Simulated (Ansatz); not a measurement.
# ScSi$_{2}$Rh: reading a single point

```xyz
16
Lattice="6.3723 0.0000 0.0000 0.0000 4.0763 0.0000 0.0000 0.0000 9.6384" Properties=species:S:1:pos:R:3 pbc="T T T"
Sc    1.5198    1.0191    3.0660
Sc    1.6663    3.0573    7.8852
Sc    4.7059    1.0191    1.7532
Sc    4.8525    3.0573    6.5724
Si    1.4771    1.0191    0.2718
Si    1.7090    3.0573    5.0910
Si    4.6632    1.0191    4.5474
Si    4.8952    3.0573    9.3666
Rh    3.7163    1.0191    8.6823
Rh    5.8421    3.0573    3.8631
Rh    0.5302    1.0191    5.7753
Rh    2.6560    3.0573    0.9561
Si    6.1002    1.0191    8.1088
Si    3.4582    3.0573    3.2896
Si    2.9140    1.0191    6.3488
Si    0.2721    3.0573    1.5296
```

The numbers come from plane-wave PAW DFT (Ansatz): r2SCAN, no spin polarisation, 500 eV, 6×8×4 Γ-centred k points, cold occupations (width 0.2294 eV). Nothing was relaxed.

(1) What does the stress say?

(2) How is the charge shared?

(3) Which atom feels the largest force, and which way?

(4) What happens at the Fermi level?

Origin: a database entry at a rescaled volume. Caveats: wide smearing.

Run time, from a saved density: 6.1 min on 1 thread of Arm Neoverse V2, with other jobs on the host, peak memory 1.6 GiB. The time holds forces, stress, Bader, DOS, ELF.

Results:

(1) The pressure is -5.4 GPa (compression positive), so with the atoms held at these fractions the cell would first shrink.

(2) Bader charges in e: Sc +1.58, Si -0.35 to -0.05, Rh -1.18. In the mean Sc gives up most and Rh takes most.

(3) The largest is on Si5 (and as large on other atoms): 0.25 eV/Å, components (0.24, 0.00, 0.04). It makes 59° with the line to a nearest neighbour, Rh12 at 2.45 Å.

(4) It is a metal, with about 2.4 states/eV a cell as the mean within 0.25 eV of the Fermi level, mostly Sc d (41 %), Si p (26 %) and Rh d (20 %).
